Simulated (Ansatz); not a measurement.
Starting cell, Cd (hcp, Mg type):

```
Cd
1.0
    2.96206     0.00000     0.00000
   -1.48103     2.56522     0.00000
    0.00000     0.00000     5.80108
Cd
2
Direct
  0.33333   0.66667   0.75000
  0.66667   0.33333   0.25000
```

In this cell atom 2 (Cd, nearest neighbour Cd at 2.962 Å; its periodic images, 3.0 Å or more away, move with it) is moved by s along a lattice vector, unit vector (0.500, -0.866, 0.000); all other atoms and the cell stay fixed.

All values below come from r2SCAN (plane waves to 500 eV, PAW, scalar-relativistic; Ansatz, a quantum-chemistry and plane-wave program). k mesh 14×14×7 (Γ-centred), Fermi-Dirac smearing 0.05 eV. The energy includes the smearing's −TS. With partly filled bands, energies and forces of such displacements shift with the k mesh and the smearing. On this mesh the relaxed cell isn't quite at rest: it carries a pressure of 0.2 GPa (compression positive) at the zero of the scan. Cd was relaxed with its symmetry unable to fall. The PAW data are Ansatz's earlier set. The zero of ΔE is the undisplaced structure. The last digit holds for this mesh only.

```json
[
 {"s (Å)": "-0.590", "ΔE (meV/cell)": "38.84"},
 {"s (Å)": "-0.472", "ΔE (meV/cell)": "26.35"},
 {"s (Å)": "-0.354", "ΔE (meV/cell)": "withheld"},
 {"s (Å)": "-0.236", "ΔE (meV/cell)": "7.09"},
 {"s (Å)": "-0.118", "ΔE (meV/cell)": "1.80"},
 {"s (Å)": "0.000", "ΔE (meV/cell)": "0.00"},
 {"s (Å)": "0.118", "ΔE (meV/cell)": "1.80"},
 {"s (Å)": "0.236", "ΔE (meV/cell)": "7.09"},
 {"s (Å)": "0.354", "ΔE (meV/cell)": "withheld"},
 {"s (Å)": "0.472", "ΔE (meV/cell)": "26.35"},
 {"s (Å)": "0.590", "ΔE (meV/cell)": "38.84"}
]
```

### Question
Fit an even polynomial form (powers 2, 4) to the given rows and predict ΔE at s = 0.354.

### Answer
Least squares on the 9 given rows: ΔE = (130.2)·s² + (-53.53)·s⁴, in meV/cell with s in Å; root-mean-square residual 0.003 meV/cell. At 0.354 the fit gives 15.48 meV/cell; the calculation gives 15.47 meV/cell, so the interpolation is off by 0.01 (+0.1 %). The quadratic term alone would give 16.32 meV/cell.

(A displaced cell: forces are minus the slopes of the energy, force constants its curvatures, and phonons follow from these.)
